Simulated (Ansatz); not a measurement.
TlBr:
```
CELL_PARAMETERS angstrom
      2.27095     1.31113     3.70424
     -2.27095     1.31113     3.70424
      0.00000    -2.62227     3.70424
ATOMIC_POSITIONS crystal
  Tl 0.50000 0.50000 0.50000
  Br 0.00000 0.00000 0.00000
```

Tensor components refer to the Cartesian frame of this cell.

Problem. Give the high-frequency dielectric tensor and the Born effective charge tensors of the independent atoms from DFPT, LDA (plane waves, PAW; program Ansatz).

Solution. 
ε∞:
```
6.02  0.00  0.00
0.00  6.02  0.00
0.00  0.00  6.02
```
Z* of atom 1 (Tl), rows: field, columns: displacement, in e:
```
1.99  0.00  0.00
0.00  1.99  0.00
0.00  0.00  1.99
```
Z* of atom 2 (Br), rows: field, columns: displacement, in e:
```
-1.99   0.00   0.00
 0.00  -1.99   0.00
 0.00   0.00  -1.99
```

Space group Fm-3m (rock salt). A made-up cell: these elements were put on the sites of a structure type; the Crystallography Open Database copy checked does not list it. COD files the formula under space group No. 221. Its standing as an ambient phase is unchecked. Symmetry was held in the LDA relaxation; its stability against distortions is not shown here. The volume moved by -15 % from the start of the relaxation. Spin–orbit coupling is left out wherever it is not named.

Potentials: the later of the program's two PAW sets.
